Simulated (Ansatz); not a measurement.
TiAl (L1₀ or tetragonal B2, P4/mmm) at seven volumes, plane-wave PAW LDA (Ansatz code), shape and atoms relaxed at each. One row is withheld.

```csv
V (Å³/atom),P (GPa)
13.925,14.39
14.384,8.87
14.843,?
15.302,-0.01
15.761,-3.56
16.220,-6.63
16.679,-9.27
```

Q: Fit the shown pressures and predict the withheld one.

A: P = (3/2)B₀(x^(7/2) − x^(5/2))[1 + (3/4)(B′ − 4)(x − 1)] with x = (V₀/V)^(2/3). Least squares on the six rows gives V₀ = 15.301 Å³/atom, B₀ = 127 GPa, B′ = 3.89. At V = 14.843, x = 1.0205 and P = 4.09 GPa. The run itself gave 4.11 GPa.

The LDA relaxation kept the symmetry of its start; of distortions, only those at the zone centre were tested. The run is not spin-polarised.

Potentials: the later of the program's two PAW sets.
